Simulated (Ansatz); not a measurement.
FeBiO3 in space group R-3 (No. 148; Bi on 6c, Fe on 3a, Fe on 3b, O on 18f) at seven volumes, PBEsol (plane waves, PAW; program Ansatz), shape and atoms relaxed at each. One row is withheld.

```
V (Å³/atom)  P (GPa)
-----------  -------
10.923             ?
11.283          7.76
11.644          3.56
12.004          0.00
12.364         -2.99
12.724         -5.53
13.084         -7.66
```

**Question.** Fit the shown pressures and predict the withheld one.

**Answer.** Third-order Birch–Murnaghan: P = (3/2)B₀(x^(7/2) − x^(5/2))[1 + (3/4)(B′ − 4)(x − 1)] with x = (V₀/V)^(2/3). Least squares on the six rows gives V₀ = 12.005 Å³/atom, B₀ = 108.5 GPa, B′ = 4.62. At V = 10.923, x = 1.0650 and P = 12.76 GPa. The run itself gave 13.13 GPa.

The start of the workflow was typed in or built on a structure type; neither database checked (COD, Materials Project) lists it. It is not the phase usual at ambient conditions (space group No. 161). Symmetry was held in the PBEsol relaxation, as lowered by the spin order; whether a distortion lowers the energy is not shown. The final state is antiferromagnetic, chosen from 5 collinear starts compared on coarse meshes (ties went to the first, and starts can fall back to one state), not a proven ground state. No Hubbard U is applied. Scalar-relativistic: spin–orbit coupling is off unless named, which matters more the heavier the elements.

Potentials: the later of the program's two PAW sets.
